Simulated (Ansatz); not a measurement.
Ansatz input

```yaml
crystal:
  lattice:
    - [-1.9535332682, 1.6346225676, 1.3161889364]
    - [1.6346225676, -1.9535332682, 1.3161889364]
    - [3.333555248, 3.333555248, -1.9002744685]
  atoms:
    - { symbol: Zn, position: [0.9511457789, 0.0488542211, 1.0] }
    - { symbol: Zn, position: [0.7988542211, 0.2011457789, 0.5] }
hamiltonian:
  xc: pbesol
  pseudopotentials:
    kind: paw
    azcp:
      Zn: "pseudopotentials/Zn.paw.azcp"
basis:
  ecutwfc: 420
  fft_grid_basis: typed
kpoints:
  mp_grid: { grid: [17, 17, 8], shift: [0, 0, 0] }
magnetization:
  spin_polarized: false
scf:
  occupations: { method: fermi_dirac, width: 0.1 }
  lower_state_search: "off"
output:
  stress: true
  write_density: true
  write_potential: true
  elf: true
  volumetric_format: npy
```

and its output:

```
Warning: the record states the generating functional pbe (its physics header spells it `PBE`), which answers neither for hamiltonian.xc's functional nor for the pbesol family's — results may be inconsistent (PPs are generated against a specific XC)
Engine: ansatz 0.2.0, aarch64-unknown-linux-gnu
Pseudopotentials: kind: paw
Pseudopotential: Zn, paw, valence charge 12, recommended cutoff 420 eV (normal) 
Functional definition: PBEsol
  exchange = pbesol_x
  correlation = pbesol_c
Crystal: 2 atoms, lattice volume = 29.312 Å³
Basis set: ecut = 420 eV, 571 PW (Γ)
Bands: 16, of which v1, the nominal top of the filled ones, is band 12 counted from 1 (11 counted from 0)
Symmetry: 4 space group operations
Space group: C2/c (ITA 15), of the structure as read, at distance tolerance 3.1e-5 Å
k-points: 621 of 2312
Non-local potential: Zn, projectors of the file, l = 0: 2, l = 1: 2, l = 2: 3, l = 3: 1
PAW form: soft (Blöchl's): semilocal exchange-correlation on the pseudo side does not see the compensation charge
PAW frozen core: Zn, regenerated for the run's functional, and the local potential with it (the file was generated under x = pbe(κ = 0.804, μ = 0.2195149727645171), c = pbe(β = 0.06672455060314922))
PAW one-centre angular grid: Zn, 590 points (default); XC on 64 Gauss nodes
Initial density: superposition of atomic densities (neutral atoms: chi_scale 0, normalization atom), corrected by the library's trained network
Initial wavefunctions: pseudopotential atomic-orbital guess
Functional: x = pbesol(κ = 0.804, μ = 0.12345679012345678), c = pbesol(β = 0.046)
SCF iter   1: F=—  HF=-6561.776136 eV  |F-HF|=—  |Δ(HF+E_count)|=         —  Δρ=5.17e-3  dr2=4.01e-3  ethr=1.77e-3  ⟨swp⟩=5.1  Hψ=48289  notcnv=0
SCF iter   2: F=—  HF=-6561.775486 eV  |F-HF|=—  |Δ(HF+E_count)|=   6.50e-4  Δρ=7.61e-4  dr2=1.13e-4  ethr=1.67e-5  ⟨swp⟩=2.1  Hψ=21854  notcnv=0
SCF iter   3: F=—  HF=-6561.775240 eV  |F-HF|=—  |Δ(HF+E_count)|=   2.46e-4  Δρ=6.66e-4  dr2=6.83e-5  ethr=4.69e-7  ⟨swp⟩=2.0  Hψ=17443  notcnv=0
SCF iter   4: F=—  HF=-6561.775225 eV  |F-HF|=—  |Δ(HF+E_count)|=   1.54e-5  Δρ=8.54e-5  dr2=7.87e-7  ethr=2.85e-7  ⟨swp⟩=2.2  Hψ=17446  notcnv=0
iter 5 did not close the SCF: its close was put off for the readings that it lacked (scf_convergence_deferred on its scf_iter line)
SCF iter   5: F=-6561.775226 eV  HF=-6561.775226 eV  |F-HF|=1.21e-7  |Δ(HF+E_count)|=   8.05e-7  Δρ=2.64e-5  dr2=7.62e-8  ethr=3.28e-9  ⟨swp⟩=2.1  Hψ=16750  notcnv=0
SCF iter   6: F=-6561.775226 eV  HF=-6561.775226 eV  |F-HF|=1.39e-9  |Δ(HF+E_count)|=   1.35e-7  Δρ=3.17e-6  dr2=8.62e-10  ethr=3.17e-10  ⟨swp⟩=6.3  Hψ=66423  notcnv=0
SCF 1 converged in 6 iterations: F = -6561.775226 eV  dr2 = 8.62e-10
SCF converged after 6 iterations
Free energy (F): -6561.775226 eV
Harris-Foulkes:  -6561.775226 eV  (|F-HF|=1.39e-9)
Internal energy: -6561.760114 eV  (E = F + TS)
E sigma→0 (E₀):  -6561.767670 eV
Entropy (-TS):   -0.015111 eV (-7.556 meV/atom)
Fermi energy:    11.512860 eV
--- Per-component energies (eV) ---
  E_band       = 105.348763
  E_kinetic    = 262.811519
  E_local      = -3023.141607  (includes V_loc(G=0)·N_el)
  E_nonlocal   = 1223.391176
  E_hartree    = 1265.376298
  E_xc         = -272.911505
  E_vxc        = -106.963347  (∫ρ·V_xc dr)
  E_paw        = -3575.372431  (= ΣΔE_a)
  E_vpaw       = -781.501171  (= ΣTr[D̂ρ^β])
  E_aug_tail   = -0.000723  (compensation charges beyond the density's cutoff)
  E_ewald      = -2443.507551
  E_core_change = 1.594710  (= ΣΔE_core)
  E_smearing   = -0.015111  (= −TS)
  E_closure    = -0.000000  (closes the sum)
  Σ components = -6561.775226   (vs F -6561.775226, Δ=0.00e0)
--- Stress (GPa, compression-positive) ---
       -3.464339       0.321874      -0.356593
        0.321874      -3.464339      -0.356593
       -0.356593      -0.356593      -2.738354
  P = ⅓ Tr σ = -3.2223 GPa (-32.223 kbar)
--- Band table (eV; the first three rows and the last of 621) ---
  k-point 0: bands = ["0.7282", "2.9172", "3.5947", "3.7003", "3.7739", "3.8887", "3.8905", "3.9053", "3.9931", "4.2843", "4.4405", "8.7068", "10.8298", "24.1745", "25.5584", "26.6679"]
  k-point 1: bands = ["0.8594", "2.9276", "3.5717", "3.6803", "3.7574", "3.8256", "3.9472", "3.9755", "3.9780", "4.2890", "4.4329", "7.5323", "12.2550", "24.2733", "25.5991", "26.8083"]
  k-point 2: bands = ["1.2463", "2.9444", "3.5346", "3.6302", "3.7203", "3.7928", "3.9298", "4.0369", "4.0810", "4.2924", "4.4068", "5.9466", "14.6045", "24.5398", "25.6862", "26.4679"]
  k-point 620: bands = ["2.9597", "2.9597", "3.3592", "3.3592", "4.0580", "4.0580", "4.3031", "4.3031", "4.3830", "4.3830", "8.4863", "8.4863", "10.6778", "10.6778", "23.6246", "23.6246"]
```
